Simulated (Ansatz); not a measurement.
InAs (wurtzite, P6_3mc), plane-wave PAW r²SCAN (Ansatz code). The conduction-band minimum lies at Γ, with 1 equivalent valley. Second derivatives d²E/dk² of the lowest band at one valley (eV·Å²), along Cartesian directions:

```
direction  d²E/dk²
---------  -------
[100]        725.1
[010]        725.1
[001]        502.1
[110]        725.1
[101]        614.4
[011]        614.4
```

Problem. Find the principal effective masses, the density-of-states mass and the conductivity mass.

Solution. Off-diagonal terms follow from H_xy = H[110] − (H_xx + H_yy)/2, and m*/mₑ = 7.620 eV·Å² over each eigenvalue: 0.011, 0.011, 0.015. One valley's DOS mass (m₁m₂m₃)^(1/3) = 0.012, conductivity mass 3/(Σ 1/mᵢ) = 0.012 mₑ.

Problem. What effective density of states Nc follows at 300 K for parabolic valleys?

Solution. Nc = 2.509e19 × 1 × (0.012)^(3/2) ≈ 3.3e16 cm⁻³.

The first step of the workflow began from a Materials Project structure, measured or hypothetical; the Crystallography Open Database copy checked does not list it. It is not the phase usual at ambient conditions (space group No. 216). The cell was relaxed with r²SCAN under the symmetry of its start; its stability against distortions is not shown here. Spin–orbit coupling is left out wherever it is not named.

Potentials: the later of the program's two PAW sets.

Edges and masses are those of Kohn–Sham bands, whose gap is no quasiparticle gap.
